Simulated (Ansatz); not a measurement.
Here is the system:

Relaxed CoSn (CoSn type, space group P6/mmm):

```yaml
crystal:
  lattice:
    - [5.24162, 0.00000, 0.00000]
    - [-2.62081, 4.53938, 0.00000]
    - [0.00000, 0.00000, 4.18794]
  atoms:
    - { symbol: Co, position: [0.50000, 0.00000, 0.00000] }
    - { symbol: Co, position: [0.50000, 0.50000, 0.00000] }
    - { symbol: Co, position: [0.00000, 0.50000, 0.00000] }
    - { symbol: Sn, position: [0.00000, 0.00000, 0.00000] }
    - { symbol: Sn, position: [0.33333, 0.66667, 0.50000] }
    - { symbol: Sn, position: [0.66667, 0.33333, 0.50000] }
```

Scan: atom 2 (Co, nearest neighbour Sn at 2.583 Å; its periodic images, 4.2 Å or more away, move with it) is displaced along Cartesian z, direction (0.000, 0.000, 1.000) in Cartesian axes, by s. The other atoms stay.

Method: r2SCAN (plane waves to 500 eV, PAW, scalar-relativistic; Ansatz, a quantum-chemistry and plane-wave program). k mesh 8×8×9 (Γ-centred), Fermi-Dirac smearing 0.05 eV. E stands for the smeared free energy. With partly filled bands, energies and forces of such displacements shift with the k mesh and the smearing. CoSn is run without spin polarisation. CoSn was relaxed with its symmetry unable to fall. The zero of ΔE is the undisplaced structure.

The scan covers s from -0.260 to 0.260 Å in 11 points.

Question: Is the energy the same for equal positive and negative displacements?

Answer: Even: the same for both signs. With its periodic images moving along, the atom's site symmetry in this cell is mmm.

Question: What force acts on the atom along the line at s = -0.260 Å?

Answer: 2.32 eV/Å.

Question: What is the force constant k = d²E/ds² of this move at s = 0?

Answer: 7.34 eV/Å².

(A displaced cell: forces are minus the slopes of the energy, force constants its curvatures, and phonons follow from these.)
